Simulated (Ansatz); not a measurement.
A generated cell, not matched to a known phase here, of AlGa₂N₃: I-4m2 (No. 119), tI12; a = b = 3.1529 Å, c = 13.3400 Å, α = β = γ = 90.00°; N 4f (0.000, 0.500, 0.079); N 2d (0.500, 0.000, 0.250); Ga 4e (0.000, 0.000, 0.335); Al 2a (0.000, 0.000, 0.000). Level of theory: r2SCAN (plane waves to 500 eV, PAW, scalar-relativistic; Ansatz, an electronic-structure program). Element references, the lowest calculated here: Ga (Cmce), N (Pa-3), Al (Fm-3m); gases are represented by their molecular solids.

Total energies (eV/atom, σ → 0; comparable only within this code, potentials and settings):

```
phase            E (eV/atom)
---------------  -----------
AlGa2N3 (I-4m2)    -1546.864
Ga (Cmce)          -3790.273
N (Pa-3)            -384.830
Al (Fm-3m)          -540.413
GaN (P6₃mc)        -2088.195
AlN (P6₃mc)         -464.243
```

Question: What is the formation energy of this I-4m2 form of AlGa2N3 from the elements?

Answer: E_f = -1546.864 − [1 × (-540.413) + 2 × (-3790.273) + 3 × (-384.830)] / 6 = -0.96 eV/atom (-5.7 eV per formula unit).

A lower structure of this composition may exist, and whether it forms at all is not checked here.

Static energies, no anion corrections, no zero-point energy. Values are rounded to 0.01 eV/atom. Not shown to be the ambient phase of their composition (a lower form may be missing, and a cell relaxed within its start's symmetry can be a saddle point): AlGa2N3 (I-4m2). The compounds carry no spin polarisation.
